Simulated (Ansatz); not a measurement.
GaN in space group Pm-3n (No. 223; Ga on 6c, N on 6d), a = 5.5092 Å, b = 5.5092 Å, c = 5.5092 Å, α = 90.00°, β = 90.00°, γ = 90.00°.

Relaxed with r²SCAN. Independent-particle spectrum: no excitons, no local fields, no scissors shift; 0.1 eV broadening; ε₁ of the summed bands alone.

**Question.** Tabulate the dielectric function from plane-wave PAW r²SCAN (Ansatz code).

**Answer.** 

```
E (eV)  ε₁ xx  ε₂ xx
------  -----  -----
0.0      4.59   0.00
0.5      4.62   0.00
1.0      4.71   0.00
1.5      4.92   0.00
2.0      5.41   0.49
2.5      5.10   0.83
3.0      5.01   0.91
3.5      5.09   0.93
4.0      5.37   1.25
4.5      5.40   1.31
5.0      5.98   1.61
5.5      6.17   2.65
6.0      6.07   3.08
6.5      5.95   4.49
7.0      5.36   4.70
7.5      3.85   6.56
8.0      1.00   5.51
8.5      1.80   4.08
9.0      2.35   6.05
9.5      1.46   4.01
10.0     1.40   4.94
10.5     0.47   4.12
11.0     1.52   5.67
11.5    -1.54   4.55
12.0    -1.49   3.89
```

**Question.** From ε at 3.8 eV (xx: 5.32 + 0.98i), find n, k, the normal reflectivity and the absorption coefficient.

**Answer.** n = 2.32, k = 0.212, R = 16 %, α = 2kE/ħc = 82000 cm⁻¹.

With all bands, ε∞ without local fields is 4.73.

The start of the workflow was typed in or built on a structure type; neither database checked (COD, Materials Project) lists it. It is not the phase usual at ambient conditions (space group No. 186, 216). The r²SCAN relaxation kept the symmetry of its start; its stability against distortions is not shown here. Spin–orbit coupling is left out wherever it is not named.

Potentials: the later of the program's two PAW sets.
